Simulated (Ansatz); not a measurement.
AlNi (Pm-3m): lattice vibrations

```
CELL_PARAMETERS angstrom
2.83302 0.00000 0.00000
0.00000 2.83302 0.00000
0.00000 0.00000 2.83302
ATOMIC_POSITIONS crystal
Al 0.00000 0.00000 0.00000
Ni 0.50000 0.50000 0.50000
```

Computed, not measured; unless marked otherwise by LDA, all-electron LAPW in Ansatz 0.2.0, scalar-relativistic. k mesh 12×12×12, Fermi-Dirac smearing of 0.080 eV, basis error target 1 meV/atom. The cell was relaxed by PAW under this functional, which moved its volume by -5 % from the database entry's.

Atoms are displaced by 0.01 Å in the smallest supercells that hold the wave vectors of a 2×2×2 mesh. Negative values stand for unstable modes.

Q: What are the phonon energies at the solved wave vectors, in cm⁻¹?

A: 

```csv
q,point,modes (cm⁻¹)
0.000 0.000 0.000,Gamma,306.7 (×3)
0.500 0.000 0.000,X,"175.7 (×2), 210.1, 273.3 (×2), 383.5"
0.500 0.500 0.000,M,"133.4 (×2), 199.4, 264.7, 366.9 (×2)"
0.500 0.500 0.500,R,"171.3 (×3), 350.2 (×3)"
```

Q: Is the structure dynamically stable at these wave vectors?

A: Yes, no mode is unstable there; wave vectors off this mesh aren't tested.

Q: How do the optical zone-centre modes decompose, and which are active?

A: Point group m-3m: Γ_opt = T1u.

```csv
label,cm⁻¹,activity,mostly
T1u,306.7,IR,Al (68 %)
```

In a metal the activity is that of symmetry alone; free carriers screen the infrared modes.

Q: How well do frozen-core PAW files reproduce these all-electron values?

A: With a cutoff of 420 eV and displacements of 0.0025 Å, the r.m.s. difference over the modes is 0.2 cm⁻¹; the largest difference is 210.6 (PAW) against 210.1 cm⁻¹ (LAPW).

Q: The cell is scaled evenly to 22.397 and 23.079 Å³ (from 22.738), with free atoms relaxed and the shape held. What are the mode Grüneisen parameters γ = −d ln ω/d ln V?

A: For the highest mode, 393.2 cm⁻¹ in the small cell and 374.1 in the large one give γ ≈ 1.66. From the change of the dynamical matrix on each mode:

| point | cm⁻¹ | γ |
| --- | --- | --- |
| Gamma | 306.7 | 2.01 |
| X | 175.7 | 2.09 |
| X | 210.1 | 2.14 |
| X | 273.3 | 1.72 |
| X | 383.5 | 1.66 |
| M | 133.4 | 1.83 |
| M | 199.4 | 1.81 |
| M | 264.7 | 1.72 |
| M | 366.9 | 1.97 |
| R | 171.3 | 2.85 |
| R | 350.2 | 1.70 |

Weighted by the modes' heat capacities at 300 K, the mean on this mesh is 1.95; it moves with the q mesh, and a coarse one overweights the zone boundary.

Known limits: responses of metals move with mesh and smearing; the frozen-core PAW files of the compared runs were fitted under PBE, their cores solved anew for this functional.
